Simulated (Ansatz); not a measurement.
Starting structure of a cell relaxation (symmetry kept):

```yaml
crystal:
  lattice:
    - [-1.89427, 1.89427, 5.72259]
    - [1.89427, -1.89427, 5.72259]
    - [1.89427, 1.89427, -5.72259]
  atoms:
    - { symbol: Sr, position: [0.00000, 0.00000, 0.00000] }
    - { symbol: Co, position: [0.75000, 0.25000, 0.50000] }
    - { symbol: Co, position: [0.25000, 0.75000, 0.50000] }
    - { symbol: P, position: [0.34615, 0.34615, 0.00000] }
    - { symbol: P, position: [0.65385, 0.65385, 0.00000] }
```

Level of theory: Ansatz, DFT r2SCAN, scalar-relativistic, plane waves, PAW.

Settings: cutoff 500 eV, Γ-centred mesh 14×14×14 on the computed 5-atom cell, Gaussian smearing of 0.10 eV; collinear spin from starting moments 0 0.64 0.64 0 0 μB.

Question: What does it relax to?

Answer: The volume increases by 0.05 Å³/atom to 16.47 Å³/atom, and the energy changes by under 0.1 meV/atom. The cell ends with a moment of 1.13 μB (only this magnetic start was tried). Final structure:
```cif
data_structure
_symmetry_space_group_name_H-M 'I4/mmm'
_symmetry_Int_Tables_number 139
_cell_length_a 3.7930
_cell_length_b 3.7930
_cell_length_c 11.4504
_cell_angle_alpha 90.000
_cell_angle_beta 90.000
_cell_angle_gamma 90.000
_cell_volume 164.73
loop_
_atom_site_label
_atom_site_type_symbol
_atom_site_symmetry_multiplicity
_atom_site_Wyckoff_symbol
_atom_site_fract_x
_atom_site_fract_y
_atom_site_fract_z
_atom_site_occupancy
Sr1 Sr 2 a 0.00000 0.00000 0.00000 1
Co1 Co 4 d 0.00000 0.50000 0.25000 1
P1 P 4 e 0.00000 0.00000 0.34617 1
```

The state reached may not be the lowest one.